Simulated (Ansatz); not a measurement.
Sn (diamond)

```
CELL_PARAMETERS angstrom
      0.00000     3.28336     3.28336
      3.28336     0.00000     3.28336
      3.28336     3.28336     0.00000
ATOMIC_POSITIONS crystal
  Sn 0.25000 0.25000 0.25000
  Sn 0.00000 0.00000 0.00000
```

In this cell atom 1 (Sn, nearest neighbour Sn at 2.843 Å; its periodic images, 4.6 Å or more away, move with it) is moved by s towards the nearest neighbour, unit vector (-0.577, -0.577, -0.577); all other atoms and the cell stay fixed.

Calculation: r2SCAN (plane waves to 500 eV, PAW, scalar-relativistic; Ansatz, a program for electronic structure). k mesh 10×10×10 (Γ-centred), Fermi-Dirac smearing 0.05 eV. E stands for the smeared free energy. With partly filled bands, energies and forces of such displacements shift with the k mesh and the smearing. Sn was relaxed with its symmetry unable to fall. The zero of ΔE is the undisplaced structure. The last digit holds for this mesh only.

| s (Å) | ΔE (meV/cell) |
|---|---|
| -0.570 | 703.2 |
| -0.456 | 513.8 |
| -0.342 | withheld |
| -0.228 | 160.5 |
| -0.114 | 44.4 |
| 0.000 | 0.0 |
| 0.114 | 55.6 |
| 0.228 | 244.7 |
| 0.342 | 608.3 |
| 0.456 | 1198.3 |
| 0.570 | 2084.2 |

Question: Fit a polynomial form (powers 2, 3, 4) to the given rows and predict ΔE at s = -0.342.

Answer: Least squares on the 10 given rows: ΔE = (3792)·s² + (3701)·s³ + (1536)·s⁴, in meV/cell with s in Å; root-mean-square residual 4.84 meV/cell. At -0.342 the fit gives 316.5 meV/cell; the calculation gives 326.4 meV/cell, so the interpolation is off by -9.9 (-3.0 %). The quadratic term alone would give 443.5 meV/cell.

(For displaced atoms, the force is minus the slope of the energy, and its curvature is a force constant, which sets phonon frequencies.)
